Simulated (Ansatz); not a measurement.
ZrC: levels along high-symmetry lines

```xyz
2
Lattice="0.0000 2.3543 2.3543 2.3543 0.0000 2.3543 2.3543 2.3543 0.0000" Properties=species:S:1:pos:R:3 pbc="T T T"
Zr    0.0000    0.0000    0.0000
C     2.3543    2.3543    2.3543
```

Atoms are numbered in the order listed.

The cell was built from the rocksalt type and relaxed in the same program, and has space group Fm-3m; it needn't be a known or the stable phase.

Level of theory: DFT, PBE, all-electron LAPW, scalar-relativistic (Ansatz 0.2.0).

Settings: a Γ-centred 14×14×14 k mesh, Fermi–Dirac smearing of 0.05 eV, basis error target 0.5 meV/atom, no spin polarisation.

Points in fractions of the reciprocal vectors of this cell: Γ (0, 0, 0), X (0.5, 0, 0.5), U (0.625, 0.25, 0.625), K (0.375, 0.375, 0.75), L (0.5, 0.5, 0.5), W (0.5, 0.25, 0.75). The path joins them by straight lines in the order Γ–X–U–K–Γ–L–W–X; legs that retrace an earlier one aren't tabulated. Energies are in eV from the Fermi level.

(1) Metal or insulator at this level of theory?

(2) Tabulate bands 16 to 20, counted from the lowest band of the run, along the path.

## Answers

(1) No gap opens: metallic or semimetallic.

(2) 
```csv
k (1/Å),point,band 16,band 17,band 18,band 19,band 20
0.00,Γ,0.93,0.93,0.93,1.09,1.09
0.33,,-1.49,-0.06,-0.06,0.50,2.74
0.67,,-3.26,-0.60,-0.38,-0.38,3.52
1.00,,-2.88,-1.44,-0.16,-0.16,4.13
1.33,X,-2.07,-1.75,0.05,0.05,4.42
1.45,,-2.09,-1.84,-0.13,0.13,4.68
1.57,,-2.14,-2.11,-0.56,0.38,5.36
1.69,,-2.53,-2.22,-1.08,0.84,5.17
1.81,U,-3.04,-2.29,-1.57,1.49,4.85
2.01,,-3.24,-2.34,-1.94,2.22,4.26
2.21,,-3.32,-2.38,-2.14,3.23,3.30
2.42,,-3.24,-2.34,-1.94,2.22,4.26
2.62,K,-3.04,-2.29,-1.57,1.49,4.85
2.98,,-4.16,-2.50,-2.33,3.58,4.05
3.33,,-3.38,-2.28,-1.79,2.30,3.49
3.68,,-1.21,-0.87,-0.55,1.40,2.31
4.04,Γ,0.93,0.93,0.93,1.09,1.09
4.33,,-0.76,-0.39,-0.39,1.59,1.59
4.62,,-2.73,-1.75,-1.75,2.55,2.55
4.91,,-4.44,-2.62,-2.62,3.79,3.79
5.19,L,-5.28,-2.92,-2.92,4.47,4.47
5.43,,-4.99,-2.78,-2.77,3.91,4.37
5.67,,-4.25,-2.52,-2.39,3.36,3.78
5.90,,-3.32,-2.38,-2.14,3.23,3.30
6.14,W,-2.63,-2.34,-2.34,3.26,3.26
6.30,,-2.31,-2.30,-2.30,2.18,4.27
6.47,,-2.20,-2.14,-1.47,1.17,5.05
6.64,,-2.11,-1.90,-0.47,0.38,4.88
6.81,X,-2.07,-1.75,0.05,0.05,4.42
```
